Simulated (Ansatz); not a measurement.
SiSe$_{2}$ in space group Ibam (No. 72; Si on 4a, Se on 8j), the program Ansatz at the PBE+D3(BJ) level (PAW). The conduction-band minimum lies at X, with 1 equivalent valley. Second derivatives d²E/dk² of the lowest band at one valley (eV·Å²), along Cartesian directions:

| direction | d²E/dk² |
|---|---|
| [100] | 13.60 |
| [010] | 17.63 |
| [001] | 7.529 |
| [110] | 15.61 |
| [101] | 10.56 |
| [011] | 12.57 |

**Question.** Find the principal effective masses, the density-of-states mass and the conductivity mass.

**Answer.** Off-diagonal terms follow from H_xy = H[110] − (H_xx + H_yy)/2, and m*/mₑ = 7.620 eV·Å² over each eigenvalue: 0.43, 0.56, 1.0. One valley's DOS mass (m₁m₂m₃)^(1/3) = 0.63, conductivity mass 3/(Σ 1/mᵢ) = 0.59 mₑ.

**Question.** What effective density of states Nc follows at 300 K for parabolic valleys?

**Answer.** Nc = 2.509e19 × 1 × (0.63)^(3/2) ≈ 1.3e19 cm⁻³.

**Question.** With the computed static dielectric constant 6.95 (mean of the diagonal), estimate a hydrogenic donor's binding energy and radius.

**Answer.** E = 13.606 eV × 0.59/6.95² ≈ 170 meV; a = 0.529 Å × ε/m* ≈ 6.2 Å. Semilocal masses tend to be too small where the gap is.

Symmetry was held in the PBE+D3(BJ) relaxation; of distortions, only those at the zone centre were tested. Spin–orbit coupling is left out wherever it is not named.

Potentials: the later of the program's two PAW sets.
